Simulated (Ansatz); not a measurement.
Input and command of a plane-wave DFT calculation in Ansatz:

```yaml
crystal:
  lattice:
    - [3.9551396441, 0.0, 0.0]
    - [0.0, 3.9551396441, 0.0]
    - [0.0, 0.0, 3.9551396441]
  atoms:
    - { symbol: Li, position: [0.0, 0.0, 0.0] }
    - { symbol: Ca, position: [0.5, 0.5, 0.5] }
basis:
  ecutwfc: 420
kpoints:
  mp_grid: { grid: [14, 14, 14] }
hamiltonian:
  xc: pbe
scf:
  occupations: { method: gaussian, width: 0.1 }
output:
  forces: true
  stress: true
  eigenvalues: true
relax:
  adjacent_minimum: "off"
  f_tol: 0.01
  max_steps: 80
  cell: { stress_tol: 0.05 }
```

```bash
ansatz run input.yaml --threads 1 --pin off --max-ram 2560MiB --backend cpu --events-out ev --progress --plain --runs-dir out
```

Processor: Arm Neoverse V1, 1 thread, on a host shared with other jobs.

**Question.** How long does it run, and how much memory does it take?

**Answer.** About 22 s on 1 thread of Arm Neoverse V1, on a shared host, peak memory 0.37 GiB. It solves 11 bands at 120 k points (the mesh reduced by the symmetry that the task leaves, which can be less than the crystal's) with about 1237 plane waves (on the last cell), in 16 SCF iterations over 4 ionic steps.
